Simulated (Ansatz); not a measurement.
Computed properties of ZnIn₂O₄

ZnIn₂O₄:
```xyz
7
Lattice="-2.3482 2.3482 5.0134 2.3482 -2.3482 5.0134 2.3482 2.3482 -5.0134" Properties=species:S:1:pos:R:3 pbc="T T T"
In     0.0000     0.0000     5.0134
In     2.3482     0.0000     2.5067
Zn     0.0000     0.0000     0.0000
O      3.4766     1.0427     1.1332
O     -1.1283     1.3055     6.1466
O      1.0427     1.2199    -1.1332
O      1.3055     1.1283     3.8802
```

Space group I-4 (No. 82); conventional cell a = b = 4.696 Å, c = 10.027 Å, α = β = γ = 90.00°.

Method: PBEsol (plane waves, PAW; program Ansatz). Structure relaxed to zero pressure with the same functional. Other levels are named where they apply.

Cell and energy:

```json
{
 "volume_per_atom": "15.80 Å³",
 "density": "5.39 g/cm³",
 "Formation energy from the elements (no fitted shifts)": "-1.31 eV/atom"
}
```

Electronic structure:

```json
{
 "band_gap": "0.83 eV (direct)",
 "valence_band_maximum": "at Γ",
 "conduction_band_minimum": "at Γ",
 "electron_effective_mass": "0.18, 0.18, 0.20 mₑ (principal values)",
 "Hole effective mass, band 1 of 2 at the edge": "2.2 along x, 2.2 along z (mₑ)",
 "Hole effective mass, band 2 of 2 at the edge": "0.24 along x, 2.2 along z (mₑ)"
}
```

Mechanics:

```json
{
 "Bulk modulus (Birch–Murnaghan fit)": "65.9 GPa",
 "Pressure derivative B′": "1.0"
}
```

Dielectric response:

```json
{
  "Electronic dielectric constant ε∞ (DFPT)": "4.90 (xx = yy), 4.79 (zz)",
  "Static dielectric constant ε0 (ions relaxed, cell fixed)": "9.74 (xx = yy), 8.48 (zz)",
  "Born charges (a third of the trace)": "In +2.88 to +2.90, Zn +2.13, O -1.98 e"
}
```

Phonons:

```json
{
 "Highest zone-centre frequency (without LO–TO term)": "603 cm^-1",
 "zone_centre_stability": "no imaginary mode at Γ"
}
```

A made-up cell: these elements were put on the sites of a structure type; neither database checked (COD, Materials Project) lists it. Whether it is the stable phase at ambient conditions was not checked. Symmetry was held in the PBEsol relaxation. The references are the lowest solids computed at this level, not always the standard phases (solids in place of the gases). Scalar-relativistic: spin–orbit coupling is off unless named, which matters more the heavier the elements.

Potentials: the earlier of the program's two PAW sets. The files were generated under PBE; for other functionals the program regenerates the frozen cores, and for LDA and PBEsol the local potential too.
